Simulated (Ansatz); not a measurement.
Relaxed Ti (hcp, Mg type):

```xyz
2
Lattice="2.9389 0.0000 0.0000 -1.4694 2.5451 0.0000 0.0000 0.0000 4.6500" Properties=species:S:1:pos:R:3 pbc="T T T"
Ti     0.0000     1.6967     3.4875
Ti     1.4694     0.8484     1.1625
```

In each cell atom 2 (Ti, nearest neighbour Ti at 2.878 Å; its periodic images, 2.9 Å or more away, move with it) moves by s·(0.707, 0.707, 0.000) (along Cartesian [110]), the rest being held.

All values below come from PBE (plane waves to 420 eV, PAW, scalar-relativistic; Ansatz, a program for electronic structure). k mesh 15×15×8 (Γ-centred), Fermi-Dirac smearing 0.05 eV. E stands for the smeared free energy. With partly filled bands, energies and forces of such displacements shift with the k mesh and the smearing. The PAW data are Ansatz's earlier set. Ti is run without spin polarisation. Ti was relaxed with its symmetry unable to fall. ΔE is measured from the undisplaced structure. The last digit holds for this mesh only.

```tsv
s (Å)	ΔE (meV/cell)
-0.290	56.3
-0.232	37.5
-0.174	21.9
-0.116	10.1
-0.058	2.6
0.000	0.0
0.058	2.6
0.116	10.5
0.174	23.2
0.232	40.1
0.290	60.0
```

### Question
What force constant k = d²E/ds² at s = 0 does the table give?

### Answer
1.6 eV/Å². It is the second difference of the nearest points, corrected with the next pair.

### Question
With k = 1.56 eV/Å² from the forces, is the well harmonic out to s = 0.290 Å?

### Answer
½ks² = 66 meV/cell against the computed 60 meV/cell, so the well is softer than harmonic there.

(For displaced atoms, the force is minus the slope of the energy, and its curvature is a force constant, which sets phonon frequencies.)
